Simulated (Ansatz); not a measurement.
Ag$_{3}$SI (anti-perovskite, space group No. 221), PBEsol in the plane-wave PAW code Ansatz, all energies at zero smearing, with the estimated change up to a 700 eV cutoff added, with one set of potentials and settings (totals compare only within such a set). Cell of 5 atoms (3 Ag, 1 S, 1 I): -30883.880 eV.

| element | reference phase | E (eV/atom) |
|---|---|---|
| Ag | P6_3/mmc, 4 atoms in the cell | -7522.2452 |
| S | Fddd, 32 atoms in the cell | -884.8920 |
| I | Cmce, 4 atoms in the cell | -7432.2899 |

Formation energy per atom, worked out: (-30883.880 − 3×(-7522.2452) − 1×(-884.8920) − 1×(-7432.2899))/5 = 0.007 eV/atom (1 kJ per mol of atoms), at 0 K, without zero-point energy or fitted corrections.

Space group Pm-3m (anti-perovskite). The workflow started from an entry of the Crystallography Open Database (COD), which files this formula under 2 space groups. Whether it is the stable phase at ambient conditions was not checked. The PBEsol relaxation kept the symmetry of its start; whether a distortion lowers the energy is not shown. The run is not spin-polarised. The references are the lowest solids computed at this level, not always the standard phases. Spin–orbit coupling is left out wherever it is not named.

Potentials: the later of the program's two PAW sets.
